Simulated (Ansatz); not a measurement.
# ZrRh (space group Pnma): energy against volume

ZrRh (space group Pnma)

```xyz
8
Lattice="6.0551 0.0000 0.0000 0.0000 4.4395 0.0000 0.0000 0.0000 5.2519" Properties=species:S:1:pos:R:3 pbc="T T T"
Zr     4.9951     3.3296     4.5118
Zr     1.0600     1.1099     0.7400
Zr     4.0876     1.1099     1.8859
Zr     1.9676     3.3296     3.3659
Rh     2.7435     3.3296     0.8840
Rh     3.3116     1.1099     4.3679
Rh     0.2841     1.1099     3.5099
Rh     5.7711     3.3296     1.7419
```

This relaxed cell (volume V₀) is scaled evenly in all directions, its shape held. The atoms relax within the cell's symmetry.

The numbers are results of PBEsol (plane waves to 420 eV, PAW, scalar-relativistic; Ansatz, a first-principles code), not measurements. k mesh 8×11×9 (Γ-centred), Fermi-Dirac smearing 0.05 eV. Energies are smeared free energies. Stress and pressure are positive under compression. With the shape held, the modulus is that of even scaling; a crystal free to change shape is softer. ZrRh is run without spin polarisation. ZrRh was relaxed with its symmetry unable to fall. ΔE is measured from the relaxed starting cell.

| V (Å³/cell) | ΔE (meV/atom) | P (GPa) |
|---|---|---|
| 118.59 | 334 | 44.2 |
| 122.35 | 220 | 33.9 |
| 126.12 | 133 | 25.1 |
| 129.88 | 71 | 17.4 |
| 133.65 | 30 | 10.8 |
| 137.41 | 7 | 5.0 |
| 141.18 | 0 | 0.0 |
| 144.94 | 7 | -4.3 |
| 148.71 | 25 | -8.1 |
| 152.47 | 54 | -11.3 |
| 156.24 | 91 | -14.1 |
| 160.00 | 136 | -16.5 |
| 163.77 | 188 | -18.5 |

Summary:

Pressure at the smallest volume: 44.2 GPa
Energy cost of the largest compression: 334 meV/atom
Energy cost of the largest expansion: 188 meV/atom
Bulk modulus at fixed cell shape B₀ (third-order Birch-Murnaghan fit): 174 GPa
Pressure derivative B₀′ (fit): 4.4
Equilibrium volume of the fit: 17.65 Å³/atom
Pressure for 5 % compression (fit): 10.0 GPa

The 13 points together took around 60 core-minutes (rough).

(A scan under strain: stresses follow from slopes of the energy per volume, elastic moduli from its curvatures.)
